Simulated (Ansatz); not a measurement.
**Na: computed property card**

Na:
```
Na
1.0
    3.77826     0.00000     0.00000
   -1.88913     3.27207     0.00000
    0.00000     0.00000     6.10752
Na
2
Direct
  0.33333   0.66667   0.25000
  0.66667   0.33333   0.75000
```

Space group P6_3/mmc (No. 194), hcp (Mg type); conventional cell a = b = 3.7783 Å, c = 6.1075 Å, α = β = 90.00°, γ = 120.00°.

Method: DFT-r²SCAN in the program Ansatz with PAW potentials. The cell and atoms are relaxed at this level. Other levels are named where they apply.

### Cell and energy

```yaml
volume_per_atom: 37.75 Å³
density: 1.01 g/cm³
```

### Electronic structure

```yaml
electronic_character: metallic (no gap)
Density of states at the Fermi level: 0.48 states/eV per atom (mean over ±0.08 eV)
```

### Mechanics

```yaml
Bulk modulus (Birch–Murnaghan fit): 7.6 GPa
Pressure derivative B′: 3.6
Elastic constants (relaxed ions, GPa): C11 = 11.4, C12 = 7.7, C13 = 3.7, C33 = 16.0, C44 = 2.7
mechanical_stability: stable (all eigenvalues of C positive)
hill_bulk_and_shear_moduli: 7.6 and 2.8 GPa
Young's modulus: 7.4 GPa
Poisson's ratio: 0.34
debye_temperature_from_the_elastic_constants: 165 K
```

### Phonons

```yaml
highest_zone_centre_frequency: 137 cm⁻¹
zone_centre_stability: no imaginary mode at Γ
```

The workflow started from a Materials Project entry (that database holds measured and hypothetical structures alike); the Crystallography Open Database files this formula in space group No. 194, but the cells were not matched. It is not the phase usual at ambient conditions (space group No. 229). The cell keeps a stress of up to 0.2 GPa. The r²SCAN relaxation kept the symmetry of its start. As this level gives no gap, shear constants depend on the k-mesh and smearing (Fermi–Dirac, 0.1 eV here). As this level gives no gap, phonon frequencies hold no LO–TO term and depend on the k-mesh and smearing (Fermi–Dirac, 0.1 eV here). Axis ratios of metals converge slowly with the k-mesh, so a and c are less sure than the volume.

Potentials: the later of the program's two PAW sets.
